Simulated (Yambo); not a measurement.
PbF₂ (fluorite, space group Fm-3m, No. 225): one transition space (8×8×8 mesh, 7 valence and 4 conduction bands, Tamm-Dancoff) with different kernels in Yambo, on PBE orbitals; field along x. BSE alone uses the static screening with 31 bands and a 4 Ry block; its scissor and those of RPA and TDDFT come from G0W0, that of the TDHF-type run from bare exchange.

```json
[
 {"kernel": "BSE (screened electron-hole attraction)", "scissor (eV)": "1.95", "direct gap with it (eV)": "6.53", "lowest state (eV)": "5.89 (strong)", "rough cost": "1 (with the screening)"},
 {"kernel": "TDHF-type (unscreened attraction, exchange-only scissor)", "scissor (eV)": "8.46", "direct gap with it (eV)": "13.04", "lowest state (eV)": "8.86 (strong)", "rough cost": "within a factor of two"},
 {"kernel": "RPA (no attraction)", "scissor (eV)": "1.95", "direct gap with it (eV)": "6.53", "lowest state (eV)": "6.53 (weak)", "rough cost": "about 1/2"}
]
```

Costs are rough.

RPA leaves the lowest state at the direct gap: no bound exciton. These are vertical excitations (zero momentum); the indirect quasiparticle gap, about 6.35 eV, is smaller than the direct one (6.54 eV on the GW mesh). Spin singlets only. Strong means a line over 3 % of the spectrum's maximum, dark under 0.03 %. Absolute energies carry the error of the G0W0 scissor, whose convergence isn't established. Convergence of the binding with the mesh was not shown.

Bands and orbitals come from the standard potentials; the scissor and the G0W0 gaps come from a run at the same geometry on the stringent ones, which hold whole semicore shells in the valence.

Spin-orbit coupling is not included.

Geometry relaxed with PBEsol; primitive cell a = b = c = 4.1672 Å, α = β = γ = 60.00°.
